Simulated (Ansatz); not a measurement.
SrTiO$_{3}$:
```yaml
crystal:
  lattice:
    - [-2.74375, 2.74375, 3.90406]
    - [2.74375, -2.74375, 3.90406]
    - [2.74375, 2.74375, -3.90406]
  atoms:
    - { symbol: Sr, position: [0.75000, 0.25000, 0.50000] }
    - { symbol: Sr, position: [0.25000, 0.75000, 0.50000] }
    - { symbol: Ti, position: [0.00000, 0.00000, 0.00000] }
    - { symbol: Ti, position: [0.50000, 0.50000, 0.00000] }
    - { symbol: O, position: [0.77452, 0.27452, 0.04904] }
    - { symbol: O, position: [0.22548, 0.72548, 0.95096] }
    - { symbol: O, position: [0.27452, 0.22548, 0.50000] }
    - { symbol: O, position: [0.72548, 0.77452, 0.50000] }
    - { symbol: O, position: [0.75000, 0.75000, 0.00000] }
    - { symbol: O, position: [0.25000, 0.25000, 0.00000] }
```

Relaxed with PBEsol. Special points in fractions of this cell's reciprocal vectors: Γ (0.000, 0.000, 0.000); X (0.000, 0.000, 0.500); P (0.250, 0.250, 0.250); N (0.000, 0.500, 0.000); M (0.500, 0.500, -0.500); S (0.373, 0.627, -0.373); S0 (-0.373, 0.373, 0.373); R (-0.247, 0.247, 0.500); G (0.500, 0.500, -0.247).

List the band energies nearest the valence-band maximum at these points for the program Ansatz at the PBEsol with spin–orbit coupling level (PAW).

In eV from the valence-band maximum; about four levels below and three above (degenerate sets whole), none deeper than 8.9 eV; points with the same levels are listed once.

```csv
k,below,above
Γ,-0.01 -0.01 0.00 0.00,1.96 1.96 1.97 1.97
X,-0.64 -0.64 -0.04 -0.04,2.10 2.10 3.83 3.83
P,-0.60 -0.60 -0.60 -0.60,3.08 3.08 3.08 3.08
N,-0.58 -0.58 -0.58 -0.58,3.45 3.45 3.45 3.45
M,-0.59 -0.59 -0.07 -0.07,2.14 2.14 3.78 3.78
S,-0.88 -0.88 -0.25 -0.25,2.71 2.71 3.59 3.59
R,-0.58 -0.58 -0.56 -0.56,3.05 3.05 3.13 3.13
```

Space group I4/mcm. The first step of the workflow began from a Materials Project structure, measured or hypothetical; the Crystallography Open Database files this formula in space group No. 140, but the cells were not matched. It is not the phase usual at ambient conditions (space group No. 221). The PBEsol relaxation kept the symmetry of its start. At this level the phase is dynamically unstable (imaginary phonons). The run is not spin-polarised.

Potentials: the later of the program's two PAW sets.
